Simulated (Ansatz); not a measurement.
This cell of HfO2 (fluorite) is off equilibrium:

```xyz
6
Lattice="0.0000 5.0976 5.0976 2.5488 0.0000 2.5488 2.5488 2.5488 0.0000" Properties=species:S:1:pos:R:3 pbc="T T T"
Hf     0.0000     0.0000     0.0000
Hf     0.0000     2.5488     2.5488
O      1.2744     1.2744     1.2744
O      1.2744     3.8232     3.8232
O      3.9165     3.9165     3.8232
O      3.8232     6.3720     6.3720
```

The numbers are results of PBE (plane waves to 420 eV, PAW, scalar-relativistic; Ansatz, a first-principles code), not measurements. k mesh 9×9×9 (Γ-centred), Fermi-Dirac smearing 0.05 eV. E stands for the smeared free energy. Stress and pressure are positive under compression. HfO2 is run without spin polarisation. HfO2 was relaxed with its symmetry unable to fall. Spin-orbit coupling is left out, though Hf is heavy. This is a high-temperature form of HfO2.

Q: Predict the force on every atom, in eV/Å.

A: 
```json
[
 {"atom": "Hf1", "Fx": "0.085", "Fy": "0.055", "Fz": "-0.018"},
 {"atom": "Hf2", "Fx": "0.153", "Fy": "0.184", "Fz": "0.200"},
 {"atom": "O3", "Fx": "0.300", "Fy": "0.200", "Fz": "0.032"},
 {"atom": "O4", "Fx": "0.467", "Fy": "0.563", "Fz": "0.017"},
 {"atom": "O5", "Fx": "-1.056", "Fy": "-1.064", "Fz": "-0.235"},
 {"atom": "O6", "Fx": "0.052", "Fy": "0.062", "Fz": "0.005"}
]
```

Q: What is the stress tensor (GPa)?

A: 
```
   0.83     0.19     1.56
   0.19     0.83     1.58
   1.56     1.58     0.41
```
The pressure, a third of the trace, is 0.69 GPa.

Q: In it atom 5 sits (0.093, 0.093, 0.000) Å away from its relaxed site. What is its energy relative to the relaxed cell?

A: 98 meV/cell.

(For displaced atoms, the force is minus the slope of the energy, and its curvature is a force constant, which sets phonon frequencies.)
